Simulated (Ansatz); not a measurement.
Given:

Zr5Sn3Se:
```cif
data_Se2Sn6Zr10
_chemical_formula_sum 'Zr10 Sn6 Se2'
_space_group_name_H-M_alt 'P 1'
_space_group_IT_number 1
_cell_length_a 8.61995
_cell_length_b 8.61995
_cell_length_c 6.05455
_cell_angle_alpha 90.000
_cell_angle_beta 90.000
_cell_angle_gamma 120.000
loop_
_space_group_symop_operation_xyz
  'x, y, z'
loop_
_atom_site_label
_atom_site_type_symbol
_atom_site_fract_x
_atom_site_fract_y
_atom_site_fract_z
_atom_site_occupancy
Zr1 Zr 0.33333 0.66667 0.50000 1
Zr2 Zr 0.66667 0.33333 0.50000 1
Zr3 Zr 0.66667 0.33333 0.00000 1
Zr4 Zr 0.33333 0.66667 0.00000 1
Zr5 Zr 0.73728 0.00000 0.25000 1
Zr6 Zr 0.26272 0.00000 0.75000 1
Zr7 Zr 0.73728 0.73728 0.75000 1
Zr8 Zr 0.26272 0.26272 0.25000 1
Zr9 Zr 0.00000 0.73728 0.25000 1
Zr10 Zr 0.00000 0.26272 0.75000 1
Sn1 Sn 0.39612 0.00000 0.25000 1
Sn2 Sn 0.60388 0.00000 0.75000 1
Sn3 Sn 0.39612 0.39612 0.75000 1
Sn4 Sn 0.60388 0.60388 0.25000 1
Sn5 Sn 0.00000 0.39612 0.25000 1
Sn6 Sn 0.00000 0.60388 0.75000 1
Se1 Se 0.00000 0.00000 0.50000 1
Se2 Se 0.00000 0.00000 0.00000 1
```

This is the r²SCAN-relaxed structure.

Task: All from DFT-r²SCAN in the program Ansatz with PAW potentials, unless another level is named. Estimate the electronic character.

Result: metallic (no gap).

Task: Give the density of states at the Fermi level.

Result: 0.37 states/eV per atom (mean over ±0.08 eV).

Task: What about the formation energy from the elements (no fitted shifts)?

Result: -0.89 eV/atom.

Space group P6_3/mcm. The first step of the workflow began from a Materials Project structure, measured or hypothetical; the Crystallography Open Database copy checked does not list it. Its standing as an ambient phase is unchecked. The cell was relaxed with r²SCAN under the symmetry of its start; whether a distortion lowers the energy is not shown. The run is not spin-polarised. The references are the lowest solids computed at this level, not always the standard phases. Spin–orbit coupling is left out wherever it is not named.

Potentials: the later of the program's two PAW sets.
